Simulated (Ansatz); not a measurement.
Ga₂O₃ (corundum)

```yaml
crystal:
  lattice:
    - [2.49227, 1.43891, 4.48034]
    - [-2.49227, 1.43891, 4.48034]
    - [0.00000, -2.87783, 4.48034]
  atoms:
    - { symbol: Ga, position: [0.35541, 0.35541, 0.35541] }
    - { symbol: Ga, position: [0.14459, 0.14459, 0.14459] }
    - { symbol: Ga, position: [0.64459, 0.64459, 0.64459] }
    - { symbol: Ga, position: [0.85541, 0.85541, 0.85541] }
    - { symbol: O, position: [0.55361, 0.94639, 0.25000] }
    - { symbol: O, position: [0.25000, 0.55361, 0.94639] }
    - { symbol: O, position: [0.94639, 0.25000, 0.55361] }
    - { symbol: O, position: [0.44639, 0.05361, 0.75000] }
    - { symbol: O, position: [0.75000, 0.44639, 0.05361] }
    - { symbol: O, position: [0.05361, 0.75000, 0.44639] }
```

The slice is a (0001) plane (indices of the conventional cell) through the point (0.054, 0.750, 0.446) (fractional), spanned by u = [1 0 -1] and v = [-1 2 -1] in vectors of this cell: u (4.98 Å) and v (8.63 Å, at 90° to u). It covers one period; positions are fractions (u, v).

Level of theory: r2SCAN (plane waves to 500 eV, PAW, scalar-relativistic; Ansatz, a quantum-chemistry and plane-wave program). k mesh 8×8×8. Inside the PAW spheres the values are not all-electron values, and peaks at nuclei hang on which shells count as valence. Ga2O3 was relaxed with its symmetry unable to fall. The PAW data are Ansatz's earlier set.

**Question.** Predict the map of the density of the lowest conduction band (whole band as if filled, smooth part) on the slice.

**Answer.** 
| v \ u | 0.00 | 0.12 | 0.25 | 0.38 | 0.50 | 0.62 | 0.75 | 0.88 |
|---|---|---|---|---|---|---|---|---|
| 0.96 | 0.131 | 0.019 | 0.010 | 0.007 | 0.004 | 0.007 | 0.010 | 0.019 |
| 0.86 | 0.012 | 0.039 | 0.044 | 0.003 | 0.153 | 0.098 | 0.004 | 0.006 |
| 0.75 | 0.005 | 0.005 | 0.022 | 0.009 | 0.005 | 0.005 | 0.022 | 0.009 |
| 0.64 | 0.153 | 0.098 | 0.004 | 0.006 | 0.012 | 0.039 | 0.044 | 0.003 |
| 0.54 | 0.004 | 0.007 | 0.010 | 0.019 | 0.131 | 0.019 | 0.010 | 0.007 |
| 0.43 | 0.017 | 0.006 | 0.007 | 0.006 | 0.030 | 0.004 | 0.020 | 0.006 |
| 0.32 | 0.144 | 0.076 | 0.004 | 0.009 | 0.017 | 0.044 | 0.047 | 0.004 |
| 0.21 | 0.010 | 0.026 | 0.038 | 0.006 | 0.050 | 0.016 | 0.009 | 0.010 |
| 0.11 | 0.004 | 0.018 | 0.033 | 0.004 | 0.086 | 0.047 | 0.004 | 0.004 |
| 0.00 | 0.180 | 0.039 | 0.008 | 0.007 | 0.005 | 0.012 | 0.012 | 0.029 |

Values: density of the lowest conduction band (whole band as if filled, smooth part) in e/Å³.
